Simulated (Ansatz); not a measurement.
A geometry of Ga₂O₃ away from equilibrium: step 15 of the relaxation of a relaxed Ga2O3 cell displaced along its unstable phonon at q = Γ (235i cm⁻¹), largest move 0.15 Å. Calculation: PBEsol (plane waves to 420 eV, PAW, scalar-relativistic; Ansatz, a first-principles code). Γ-centred k-mesh 6×6×11 on the run's cell (coarser than for final values), Fermi–Dirac smearing 0.05 eV.

```
CELL_PARAMETERS angstrom
      5.32990     0.00000     0.00000
      0.00000     6.95910     0.00000
      0.00000     0.00000     2.79189
ATOMIC_POSITIONS crystal
  O  0.89771 0.05730 0.00000
  O  0.39771 0.44270 0.00000
  O  0.14771 0.75000 0.50000
  O  0.64771 0.75000 0.50000
  O  0.39771 0.13652 0.50000
  O  0.89771 0.36348 0.50000
  Ga 0.39771 0.69608 0.00000
  Ga 0.89771 0.80392 0.00000
  Ga 0.14770 0.25000 0.00000
  Ga 0.64770 0.25000 0.00000
```

Question: Give the Cartesian forces on all atoms (eV/Å).

Answer: 
| atom | Fx | Fy | Fz |
|---|---|---|---|
| O1 | 0.00 | -0.09 | 0.00 |
| O2 | 0.00 | 0.09 | 0.00 |
| O3 | 0.00 | 0.00 | 0.00 |
| O4 | 0.00 | 0.00 | 0.00 |
| O5 | 0.00 | -0.01 | 0.00 |
| O6 | 0.00 | 0.01 | 0.00 |
| Ga7 | 0.00 | -0.06 | 0.00 |
| Ga8 | 0.00 | 0.06 | 0.00 |
| Ga9 | 0.00 | 0.00 | 0.00 |
| Ga10 | 0.00 | 0.00 | 0.00 |

Question: What is the pressure?

Answer: +4.8 GPa, compression positive.

No spin polarisation in the result.

The run could not lose the symmetry of its start: the end is stationary, and may be a saddle point rather than a minimum.

The end of the path is a generated cell of Ga2O3: the first start was made by placing the elements on the sites of a structure type, and the end was not matched to a known phase here, so it may be hypothetical. Known forms of Ga2O3 include space group No. 12, 167.
